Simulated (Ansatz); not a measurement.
**rocksalt-structured ReSe**

The computed numbers are results of r²SCAN, scalar-relativistic (collinear spin) in the plane-wave PAW code Ansatz at 500 eV, Γ-centred 12×12×12 mesh, 0.05 eV Gaussian smearing; PAW files: Ansatz's generated set soft_2.

```
Re Se
1.0
     0.00000    2.62076    2.62076
     2.62076    0.00000    2.62076
     2.62076    2.62076    0.00000
Re Se
1 1
Direct
  0.50000 0.50000 0.50000
  0.00000 0.00000 0.00000
```

This is a trial structure made by placing the elements on a prototype's sites, so it needn't be the stable form.

Magnetic state: ferromagnetic, site spin moments Re 1.77; Se 0.05 μB.

The cell above was scaled in volume, its shape and atoms being fixed by the lattice's symmetry. Energies are counted from the cell above.

Cell and atoms are those of this level's equilibrium.

```json
{"V (Å³/atom)": "17.28", "ΔE (meV/atom)": "12.0", "P (GPa)": "5.7", "largest moment (μB)": "1.63"}
{"V (Å³/atom)": "17.64", "ΔE (meV/atom)": "3.0", "P (GPa)": "2.5", "largest moment (μB)": "1.69"}
{"V (Å³/atom)": "18.00", "ΔE (meV/atom)": "0.0", "P (GPa)": "0.0", "largest moment (μB)": "1.77"}
{"V (Å³/atom)": "18.36", "ΔE (meV/atom)": "2.9", "P (GPa)": "-2.5", "largest moment (μB)": "1.83"}
{"V (Å³/atom)": "18.72", "ΔE (meV/atom)": "11.1", "P (GPa)": "-4.5", "largest moment (μB)": "1.91"}
{"V (Å³/atom)": "19.26", "ΔE (meV/atom)": "?", "P (GPa)": "?", "largest moment (μB)": "?"}
```

Problem. Fill in the withheld row.

Solution. ΔE (meV/atom): 30.5, P (GPa): -7.2, largest moment (μB): 2.01.

Problem. What do the points give for the equilibrium volume, the bulk modulus and its pressure derivative (third-order Birch–Murnaghan)?

Solution. V0 = 17.98 Å³/atom, B0 = 127 GPa, B0′ = 6.1.

B0·V0 = 126.6 GPa × 17.98 Å³ = 14.21 eV/atom sets the scale: near the minimum ΔE ≈ ½ B0 V0 x², with x = V/V0 − 1, and a pressure of 1.3 GPa squeezes the volume by about 1 %. At the ends of the curve: x = −3.9 % predicts 10.9 meV/atom and the run gives 12.0; x = +7.1 % predicts 35.8 meV/atom and the run gives 30.5. The curve is steeper than the parabola on the compressed side and flatter on the expanded side: the bulk modulus rises with pressure.

The moment grows with the volume: wider spacing narrows the bands, and exchange then polarises them more fully.

The moments change along the equation of state, so B0 holds a magnetic softening and is less sure. These numbers lack spin–orbit coupling. The run wasn't fully tested for a lower electronic state. Site moments are of spin, integrated over atomic spheres. The moments were started parallel, and the real magnetic order may be another. The run is a metal.
